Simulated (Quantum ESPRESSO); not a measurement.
# ScReAl2Hf4: one composition in several site orders

A calculation, not a measurement. The program is pw.x of Quantum ESPRESSO 7.5 (plane-wave density functional theory). The cell is made up: eight metal atoms on a face-centred cubic lattice, with elements, volume, strain and displacements drawn at random and not relaxed, so it may be unstable or far from any real phase. PseudoDojo standard norm-conserving files set the functional (PBE unless stated); there is no spin polarisation or spin-orbit coupling, the Fermi-Dirac width of 0.25 eV means electrons at about 2900 K, and the masses in the input are unused placeholders. Heavy elements are run without spin-orbit coupling, which real alloys of them have. A spin test at this wide smearing found no moment, but such smearing suppresses magnetism that the real alloy may have.

The runs put one composition on the sites in different orders. Cell, positions, cutoff, mesh and smearing stay as in the input of run 1; sites are counted in its order. Stress in the tables is positive in tension.

Input of run 1:

```
&control calculation='scf', pseudo_dir='./dojo.nc.sr.pbe.v0_5.standard.upf', outdir='./o', disk_io='minimal', tprnfor=.true., tstress=.true. /
&system ibrav=0, nat=8, ntyp=4, nbnd=56, ecutwfc=77.98206166, nosym=.true., tot_charge=0,
 occupations='smearing', smearing='fd', degauss=0.0183746611
/
&electrons conv_thr=1.470e-08, electron_maxstep=70, mixing_beta=0.5 /
ATOMIC_SPECIES
Al 1.0 Al.upf
Hf 1.0 Hf.upf
Re 1.0 Re.upf
Sc 1.0 Sc.upf
CELL_PARAMETERS angstrom
-0.0231 -0.0055 -4.3595
-4.4109 0.062 -0.0231
2.093 8.6654 2.2023
ATOMIC_POSITIONS angstrom
Sc -0.1068 0.094 0.1589
Re -2.3032 2.2243 0.069
Al -0.0109 4.1896 0.1081
Hf -2.251 6.5817 -0.0053
Hf -2.1296 -0.0924 -2.3048
Hf 0.1374 2.1169 -2.2187
Hf -2.3072 4.286 -2.1346
Al -0.1059 6.6614 -2.1894
K_POINTS automatic
6 6 3 1 1 1
```

```
run  elements on sites 1 to 8  free energy less that of run 1 (eV)  -TS (eV)  pressure (GPa)  stress xx (GPa)  stress yy (GPa)  stress zz (GPa)  stress yz (GPa)  stress xz (GPa)  stress xy (GPa)  iterations
  1   Sc Re Al Hf Hf Hf Hf Al                                0.000    -1.610           -4.60             6.24             2.30             5.27            -0.54             0.98            -2.23          16
  2   Re Hf Hf Al Hf Sc Al Hf                                0.032    -1.628           -4.21             7.58             3.04             2.02             0.40             1.13            -0.95          16
  3   Hf Hf Re Hf Sc Hf Al Al                                0.972    -1.614           -3.48             2.87             5.83             1.74            -0.45             1.78            -2.15          15
  4   Hf Hf Al Al Re Hf Sc Hf                               -0.148    -1.635           -3.36             3.13             1.31             5.64            -0.26             1.02            -2.36          15
  5   Hf Al Hf Hf Sc Re Hf Al                               -0.458    -1.618           -5.52             3.28             8.48             4.80             0.16             1.39            -0.96          15
  6   Re Hf Hf Hf Hf Al Sc Al                               -0.280    -1.686           -5.26             6.01             5.01             4.76             0.31             0.96            -0.76          16
```

Forces Fx Fy Fz (eV/Å):

| site | run 1 | run 2 | run 3 | run 4 | run 5 | run 6 |
| --- | --- | --- | --- | --- | --- | --- |
| 1 | 0.99 -0.36 -1.96 | 0.28 -0.51 -0.58 | 1.31 -1.03 -2.08 | 0.47 -1.79 -0.93 | 1.55 1.24 -1.73 | 0.22 -0.51 -0.21 |
| 2 | 0.22 0.62 0.10 | 1.20 -1.61 -0.77 | 1.45 1.91 -0.78 | 1.25 -1.11 -0.74 | 0.20 -0.50 -0.15 | 0.77 -1.93 -0.59 |
| 3 | -0.25 -0.01 -0.43 | -0.31 2.58 -0.67 | 0.28 0.14 -0.13 | -0.16 0.41 -0.42 | -0.39 -0.32 -0.35 | -0.46 1.30 -0.51 |
| 4 | -0.25 -1.06 0.27 | -0.26 0.12 -0.02 | -0.44 -2.52 0.35 | -0.18 0.52 0.19 | -0.34 -0.91 0.40 | -0.23 0.26 0.15 |
| 5 | -0.84 1.68 1.28 | 0.06 0.73 0.85 | -0.87 0.33 1.32 | -0.32 0.41 0.40 | -0.92 1.86 1.49 | -0.01 1.59 0.58 |
| 6 | -0.64 0.29 0.91 | -1.50 -0.48 1.14 | -2.04 1.88 1.44 | -1.60 -0.05 1.42 | -0.54 0.32 0.26 | -0.98 -0.77 0.67 |
| 7 | 0.77 -0.11 -0.06 | 0.38 0.31 0.04 | 0.37 0.53 -0.05 | 0.69 1.72 -0.03 | 0.43 -0.71 0.09 | 0.47 0.47 0.06 |
| 8 | 0.00 -1.06 -0.11 | 0.15 -1.14 0.00 | -0.06 -1.23 -0.07 | -0.16 -0.11 0.10 | 0.02 -0.98 0.00 | 0.21 -0.40 -0.15 |

The sites are displaced and not relaxed, so the energy differences mix bonding between neighbours with strain and are not ordering energies. A rerun of one cell of this series at a higher cutoff and on a denser mesh moved values by no more than 0.002 eV in energy, 0.02 GPa in stress and 0.005 eV/Å in force, and a second program with other atomic files agreed on that cell to 2 % rms in force and 0.5 GPa in pressure.